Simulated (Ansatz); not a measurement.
**Ca₂Bi squeezed and stretched**

A database entry relaxed whole under r2SCAN (I4/mmm):

```
Ca Bi
1.0
    -2.41899    2.41899    8.48168
     2.41899   -2.41899    8.48168
     2.41899    2.41899   -8.48168
Ca Bi
4 2
Cartesian
  0.0000 2.4190 0.0000
  2.4190 0.0000 0.0000
  0.0000 0.0000 5.5284
  0.0000 0.0000 11.4350
  0.0000 0.0000 2.3106
  0.0000 0.0000 14.6527
```

The cell was scaled uniformly, its shape held, and the atoms relaxed at each volume with plane-wave PAW DFT (Ansatz 0.2.0; r2SCAN, 500 eV, 10×10×10 Γ-centred mesh, fermi-dirac occupations of width 0.100 eV; no spin, no spin-orbit coupling). One row is withheld.

| volume (Å³/atom) | energy over the lowest (meV/atom) | pressure (GPa) |
| --- | --- | --- |
| 31.102 | 14.2 | 2.40 |
| 31.764 | 6.1 | 1.52 |
| 32.425 | 1.5 | 0.71 |
| 33.087 | 0.0 | -0.01 |
| 33.749 | ? | ? |
| 34.411 | 5.4 | -1.26 |
| 35.072 | 11.7 | -1.80 |

Problem. Fit the pressures of the other rows to the third-order Birch-Murnaghan form.

Solution. With f = [(V₀/V)^(2/3) − 1]/2 and P = 3B₀f(1 + 2f)^(5/2)[1 + 3(B₀′ − 4)f/2], least squares gives V₀ = 33.08 Å³ an atom, B₀ = 34.5 GPa and B₀′ = 4.0; the rows miss the fit by less than 0.01 GPa. The slope of the energies differs from these pressures by less than 0.05 GPa.

Problem. What does the withheld row hold?

Solution. The fit gives -0.67 GPa at 33.749 Å³; the run gave -0.67 GPa and 1.4 meV an atom.

Caveats: the shape of the cell was held, so B₀ is an upper bound where the axes differ in stiffness; 0 K, fixed nuclei; the symmetry was kept, and this need not be the phase that is stable at 0 K; one mesh for all volumes; the relaxed cell lies far from the entry, by an error of the functional or of the entry; pressure is positive in compression.
